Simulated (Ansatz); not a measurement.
With plane-wave PAW LDA (Ansatz code), Al2Au in the fluorite or antifluorite type structure (Fm-3m) relaxes to a = 5.956 Å. Au has 8 nearest neighbours from 2.58 Å (cubic). Its formation energy from the elements is -0.50 eV/atom, with no fitted shifts.

Electronic character: metallic (no gap).

An equation-of-state fit gives a bulk modulus of 121 GPa. The relaxed-ion elastic constants in GPa are C11 = 162, C12 = 101, C44 = 54.4. The elastic constants imply a Debye temperature near 300 K. The highest mode at Γ lies at 268 cm⁻¹.

Symmetry was held in the LDA relaxation; of distortions, only those at the zone centre were tested. As this level gives no gap, shear constants depend on the k-mesh and smearing (Fermi–Dirac, 0.1 eV here). As this level gives no gap, phonon frequencies hold no LO–TO term and depend on the k-mesh and smearing (Fermi–Dirac, 0.1 eV here). The references are the lowest solids computed at this level, not always the standard phases. Scalar-relativistic: spin–orbit coupling is off unless named, which matters more the heavier the elements.

Potentials: the later of the program's two PAW sets.
